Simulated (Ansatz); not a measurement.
Values for one crystal, relaxed and computed with DFT-LDA in the program Ansatz with PAW potentials; other levels are named.

| Quantity | Result |
|---|---|
| Volume per atom | 34.74 Å³ |
| Band gap | 1.44 eV (indirect) |
| Hole effective mass, band 1 of 3 at the edge | 0.81 along [100], 0.81 along [110], 0.54 along [111] (mₑ) |
| Valence-band maximum | at Γ |
| Hole effective mass, band 2 of 3 at the edge | 0.81 along [100], 0.46 along [110], 0.54 along [111] (mₑ) |
| Hole effective mass, band 3 of 3 at the edge | 0.14 along [100], 0.16 along [110], 0.17 along [111] (mₑ) |
| Conduction-band minimum | at X (3 equivalent valleys) |

**Question.** Which compound is it?
A. CeO2, fluorite
B. LiCl, rock salt
C. CsPbCl3, Amm2 (Pearson symbol oS20)
D. SrTe, rock salt

**Answer.** D, SrTe, rock salt

Space group Fm-3m (rock salt). The LDA relaxation kept the symmetry of its start. Scalar-relativistic: spin–orbit coupling is off unless named, which matters more the heavier the elements.

Potentials: the later of the program's two PAW sets.
